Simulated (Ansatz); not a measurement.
A plane-wave DFT run in Ansatz 0.2.0 (scalar-relativistic PAW potentials unless the input names others): input and command.

```yaml
crystal:
  lattice:
    - [-2.0940622024, 2.0940622024, 2.5391904941]
    - [2.0940622024, -2.0940622024, 2.5391904941]
    - [2.0940622024, 2.0940622024, -2.5391904941]
  atoms:
    - { symbol: Be, position: [0.75, 0.25, 0.5] }
    - { symbol: Be, position: [0.25, 0.75, 0.5] }
    - { symbol: Hg, position: [0.0, 0.0, 0.0] }
basis:
  ecutwfc: "350 eV"
kpoints:
  mp_grid: { grid: [16, 16, 16] }
hamiltonian:
  xc: pbe
  dispersion: d3bjatm
scf:
  occupations: { method: gaussian, width: 0.1 }
output:
  forces: true
  eigenvalues: true
  stress: true
```

```bash
ansatz run input.yaml --threads 1 --pin off --max-ram 2560MiB --backend cpu --events-out ev --progress --plain --runs-dir out
```

Abridged log:
```
Warning: basis.ecutwfc = 350 eV is below the records' recommended 420 eV, and the density's cutoff is lower with it unless basis.ecutrho_ratio is high enough to keep the records' density cutoff: compare with a run at a higher cutoff
Basis set: ecut = 350 eV, 643 PW (Γ), exchange–correlation on 48×48×48 points (8 copies of the dense FFT grid, shifted against one another)
Bands: 16, of which v1, the nominal top of the filled ones, is band 12 counted from 1 (11 counted from 0)
Symmetry: 16 space group operations
k-points: 349 of 4096
SCF iter   1: F=—  HF=-13998.243989 eV  |F-HF|=—  |Δ(HF+E_count)|=         —  Δρ=3.89e-3  dr2=1.04e-2  ethr=1.77e-3  ⟨swp⟩=5.5  Hψ=27911  notcnv=0
SCF iter   2: F=—  HF=-13998.241870 eV  |F-HF|=—  |Δ(HF+E_count)|=   2.12e-3  Δρ=1.96e-3  dr2=2.80e-3  ethr=4.35e-5  ⟨swp⟩=1.5  Hψ=9082  notcnv=0
SCF iter   3: F=—  HF=-13998.241034 eV  |F-HF|=—  |Δ(HF+E_count)|=   8.37e-4  Δρ=4.84e-4  dr2=1.08e-4  ethr=1.17e-5  ⟨swp⟩=2.1  Hψ=7793  notcnv=0
SCF iter   4: F=—  HF=-13998.241015 eV  |F-HF|=—  |Δ(HF+E_count)|=   1.88e-5  Δρ=8.61e-5  dr2=2.68e-6  ethr=4.49e-7  ⟨swp⟩=2.5  Hψ=8642  notcnv=0
SCF iter   5: F=—  HF=-13998.240951 eV  |F-HF|=—  |Δ(HF+E_count)|=   6.43e-5  Δρ=1.89e-5  dr2=1.36e-7  ethr=1.12e-8  ⟨swp⟩=2.7  Hψ=9410  notcnv=0
SCF iter   6: F=-13998.240951 eV  HF=-13998.240951 eV  |F-HF|=2.04e-9  |Δ(HF+E_count)|=   3.14e-8  Δρ=5.26e-6  dr2=1.56e-8  ethr=4.17e-10  ⟨swp⟩=5.2  Hψ=20840  notcnv=0
SCF 1 converged in 6 iterations: F = -13998.240951 eV  dr2 = 1.56e-8
SCF converged after 6 iterations
Free energy (F): -13998.240951 eV
Harris-Foulkes:  -13998.240951 eV  (|F-HF|=2.04e-9)
Internal energy: -13998.236637 eV  (E = F + TS)
E sigma→0 (E₀):  -13998.238794 eV
Entropy (-TS):   -0.004313 eV (-1.438 meV/atom)
Fermi energy:    10.519280 eV
  E_disp       = -0.897602  (pairwise vdW)
--- Forces (eV/Å), atoms counted from 1 ---
  atom   1  Be     0.00000000     0.00000000     0.00000000
  atom   2  Be     0.00000000     0.00000000     0.00000000
  atom   3  Hg     0.00000000     0.00000000     0.00000000
--- Stress (GPa, compression-positive) ---
       -3.081652       0.000000       0.000000
        0.000000      -3.081652       0.000000
        0.000000       0.000000      -3.117802
  P = ⅓ Tr σ = -3.0937 GPa (-30.937 kbar)
```

Apart from outputs, empty bands and the relaxation, which only the reference makes, the input differs from a reference run on usual settings in hamiltonian.dispersion: not typed → "d3bjatm"; basis.ecutwfc: 420 → "350 eV". The reference, at the same geometry, ended its own course with pressure 0.00 GPa, largest force 0.000 eV/Å, no gap on the mesh. This run converged in 6 SCF iterations with an energy at zero smearing 296 meV/atom below the reference's (the Hamiltonian itself differs), pressure -3.09 GPa, largest force 0.000 eV/Å, no gap on the mesh. Its cutoff is looser than usual. The Hamiltonian differs as well, so the change in the result can't be put down to that alone.

It took 6.3 s on 1 thread of Arm Neoverse V2, on a shared host, peak memory 0.4 GiB.